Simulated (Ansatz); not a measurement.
BaHfO$_{3}$:
```yaml
crystal:
  lattice:
    - [4.15809, 0.00000, 0.00000]
    - [0.00000, 4.15809, 0.00000]
    - [0.00000, 0.00000, 4.15809]
  atoms:
    - { symbol: Ba, position: [0.00000, 0.00000, 0.00000] }
    - { symbol: Hf, position: [0.50000, 0.50000, 0.50000] }
    - { symbol: O, position: [0.00000, 0.50000, 0.50000] }
    - { symbol: O, position: [0.50000, 0.50000, 0.00000] }
    - { symbol: O, position: [0.50000, 0.00000, 0.50000] }
```

Relaxed with PBEsol. Special points in fractions of this cell's reciprocal vectors: Γ (0.000, 0.000, 0.000); X (0.000, 0.500, 0.000); M (0.500, 0.500, 0.000); R (0.500, 0.500, 0.500).

Q: List the band energies nearest the valence-band maximum at these points for DFT-PBEsol in the program Ansatz with PAW potentials.

A: In eV from the valence-band maximum; about four levels below and three above (degenerate sets whole), none deeper than 8.9 eV; points with the same levels are listed once.

```csv
k,below,above
Γ,-0.98 -0.98 -0.98 -0.08 -0.08 -0.08,3.59 3.59 3.59
X,-1.75 -1.75 -1.67 -0.39 -0.39,4.06 6.41 6.41
M,-0.91 -0.87 -0.87 -0.05,6.34 6.34 6.70
R,-2.49 -2.49 -2.49 0.00 0.00 0.00,6.11 6.11 6.11
```

Space group Pm-3m (cubic perovskite). Symmetry was held in the PBEsol relaxation. No spin polarisation was allowed. Spin–orbit coupling is left out wherever it is not named.

Potentials: the earlier of the program's two PAW sets. The files were generated under PBE; for other functionals the program regenerates the frozen cores, and for LDA and PBEsol the local potential too.
